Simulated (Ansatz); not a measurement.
Pd (fcc (Cu type), space group No. 225), a = b = c = 3.875 Å, α = β = γ = 90.00°; the cell used has 1 atom.

Relaxed with PBEsol.

Which orbitals make up the states near the Fermi level in PBEsol (plane waves, PAW; program Ansatz)?

Within 0.5 eV of the Fermi level: Pd 4d 93 %, outside the projected shells 7 %. Projections are on Löwdin-orthogonalised atomic valence shells; empty p or d shells of many metals are not among them.

Tabulate the density of states.

States/eV per cell of 1 atom, in 0.25 eV bins, energy from the Fermi level.

```csv
E (eV),total,Pd 4d,Pd 4s
-7.50,0.00,0.00,0.00
-7.25,0.02,0.00,0.00
-7.00,0.04,0.00,0.00
-6.75,0.06,0.00,0.00
-6.50,0.08,0.01,0.00
-6.25,0.10,0.01,0.00
-6.00,0.12,0.02,0.00
-5.75,0.15,0.04,0.00
-5.50,0.37,0.23,0.00
-5.25,1.13,0.95,0.01
-5.00,1.75,1.57,0.02
-4.75,2.34,2.19,0.02
-4.50,1.97,1.89,0.01
-4.25,1.60,1.55,0.01
-4.00,1.37,1.33,0.00
-3.75,1.59,1.55,0.00
-3.50,1.54,1.48,0.00
-3.25,1.70,1.61,0.00
-3.00,1.82,1.73,0.00
-2.75,2.63,2.50,0.00
-2.50,2.70,2.58,0.00
-2.25,1.58,1.48,0.00
-2.00,1.57,1.48,0.00
-1.75,1.65,1.55,0.00
-1.50,1.93,1.82,0.00
-1.25,1.87,1.78,0.00
-1.00,1.59,1.50,0.00
-0.75,1.52,1.43,0.00
-0.50,1.64,1.55,0.00
-0.25,2.23,2.14,0.00
0.00,2.39,2.29,0.00
0.25,0.84,0.73,0.00
0.50,0.23,0.10,0.00
0.75,0.23,0.09,0.00
1.00,0.24,0.08,0.00
1.25,0.24,0.07,0.00
1.50,0.25,0.06,0.00
1.75,0.25,0.05,0.00
2.00,0.25,0.05,0.00
2.25,0.25,0.04,0.00
2.50,0.25,0.03,0.00
2.75,0.25,0.03,0.00
3.00,0.25,0.03,0.00
3.25,0.25,0.02,0.00
3.50,0.25,0.02,0.00
3.75,0.25,0.02,0.00
4.00,0.24,0.02,0.00
4.25,0.24,0.01,0.00
4.50,0.23,0.01,0.00
4.75,0.22,0.01,0.00
```

Space group Fm-3m (fcc (Cu type)). The cell was relaxed with PBEsol under the symmetry of its start. The workflow began spin-polarised and lost its moments. The cell computed holds one magnetic atom, so no antiferromagnetic order was within reach. Scalar-relativistic: spin–orbit coupling is off unless named, which matters more the heavier the elements.

Potentials: the earlier of the program's two PAW sets. The files were generated under PBE; for other functionals the program regenerates the frozen cores, and for LDA and PBEsol the local potential too.
